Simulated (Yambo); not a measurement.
Yambo input for NaF (rock salt, space group Fm-3m, No. 225) (a = b = c = 3.2720 Å, α = β = γ = 60.00°), on norm-conserving PBEsol (Quantum ESPRESSO, 88 Ry, no spin-orbit coupling) wavefunctions on a 16×16×16 mesh:

```
optics
chi
dipoles
kernel
FFTGvecs= 40 Ry
Chimod= "HARTREE"
NGsBlkXd= 4 Ry
% QpntsRXd
 1 | 1 |
%
% BndsRnXd
 2 | 21 |
%
GrFnTpXd= "R"
% EnRngeXd
 0.0 | 20.0 | eV
%
% DmRngeXd
 0.2 | 0.2 | eV
%
CGrdSpXd= 50
ETStpsXd= 161
% LongDrXd
 1.0 | 0.0 | 0.0 |
%
```

First lines of the file o-*.eps_q1_inv_rpa_dyson:

```
Absorption @ Q(1):   1.00000000     0.00000000     0.00000000    [q->0 direction]
#
# [ X ] Hartree size     :  27
# [GEN] GF Energies     : Perdew, Burke & Ernzerhof SOL(X)+Perdew, Burke & Ernzerhof SOL(C)
# [GEN] Green`s Function     : Retarded
#
# [GEN] Gauge     : Length
# [GEN] [r,Vnl] included     : yes
#
#    E[1] [eV]     Im(eps)     Re(eps)     Im(eps_o)     Re(eps_o)
#
     0.000000     -0.271769E-8     1.807174     -0.47010E-18     1.864550
     0.125000     0.271357E-3     1.807258     0.290570E-3     1.864641
     0.250000     0.543311E-3     1.807513     0.581764E-3     1.864913
     0.375000     0.816458E-3     1.807937     0.874211E-3     1.865367
     0.500000     0.001091     1.808532     0.001169     1.866004
     0.625000     0.001369     1.809299     0.001465     1.866825
     0.750000     0.001649     1.810240     0.001766     1.867833
     0.875000     0.001933     1.811357     0.002070     1.869029
     1.000000     0.002222     1.812653     0.002378     1.870416
     1.125000     0.002516     1.814130     0.002692     1.871997
     1.250000     0.002815     1.815792     0.003012     1.873775
     1.375000     0.003121     1.817643     0.003340     1.875756
     1.500000     0.003435     1.819688     0.003675     1.877943
     1.625000     0.003758     1.821930     0.004019     1.880342
     1.750000     0.004089     1.824376     0.004373     1.882958
     1.875000     0.004432     1.827033     0.004738     1.885798
     2.000000     0.004786     1.829906     0.005115     1.888869
     2.125000     0.005153     1.833004     0.005506     1.892180
     2.250000     0.005535     1.836335     0.005912     1.895739
     2.375000     0.005932     1.839909     0.006335     1.899555
     2.500000     0.006348     1.843735     0.006776     1.903641
     2.625000     0.006783     1.847827     0.007239     1.908008
     2.750000     0.007241     1.852195     0.007724     1.912670
     2.875000     0.007722     1.856856     0.008234     1.917641
     3.000000     0.008231     1.861825     0.008773     1.922938
     3.125000     0.008771     1.867119     0.009344     1.928580
     3.250000     0.009345     1.872759     0.009951     1.934588
     3.375000     0.009957     1.878767     0.010597     1.940984
     3.500000     0.010613     1.885167     0.011289     1.947796
     3.625000     0.011318     1.891990     0.012032     1.955051
     3.750000     0.012079     1.899266     0.012833     1.962785
     3.875000     0.012904     1.907032     0.013701     1.971035
     4.000000     0.013803     1.915332     0.014646     1.979845
```
(The file goes on to the top of the energy range.) Convergence of the RPA response with its 16×16×16 mesh was not tested.

Geometry relaxed with PBEsol.
